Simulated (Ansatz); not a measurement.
A relaxed cell of Cr (Im-3m (No. 229)), relaxed on a k-mesh at least as fine as the one used below. Level of theory: r2SCAN (plane waves to 500 eV, PAW, scalar-relativistic; Ansatz, a first-principles code). Γ-centred k-mesh 16×8×16 on the run's cell (coarser than for final values), Fermi–Dirac smearing 0.05 eV.

```xyz
2
Lattice="-1.4155 1.4155 1.4155 2.8309 -2.8309 2.8309 1.4155 1.4155 -1.4155" Properties=species:S:1:pos:R:3 pbc="T T T"
Cr     0.0000     0.0000     0.0000
Cr     1.4155    -1.4155     1.4155
```

The atoms are displaced by (Å):

```tsv
atom	ux	uy	uz
Cr1	-0.100	0.033	0.135
Cr2	0.216	-0.002	-0.049
```

Question: What forces (eV/Å) and pressure result?

Answer: 
```
atom     Fx     Fy     Fz
----  -----  -----  -----
Cr1    2.51  -0.08  -0.48
Cr2   -2.51   0.08   0.48
```

Pressure +5.2 GPa.

Question: Estimate the energy cost of the displacement in the harmonic approximation and compare with the calculation.

Answer: For a harmonic well ΔE = −½ Σ F·u = 0.442 eV a cell, or 221 meV/atom. The calculated energy relative to the undisplaced cell is +0.25 eV/atom, so the harmonic estimate holds well.

No spin polarisation in the result: the starting moments vanished. A magnetic state may lie lower.

The run that gave the undisplaced cell could not lose the symmetry of its start; a randomly shaken copy of 2 atoms returns to this structure.
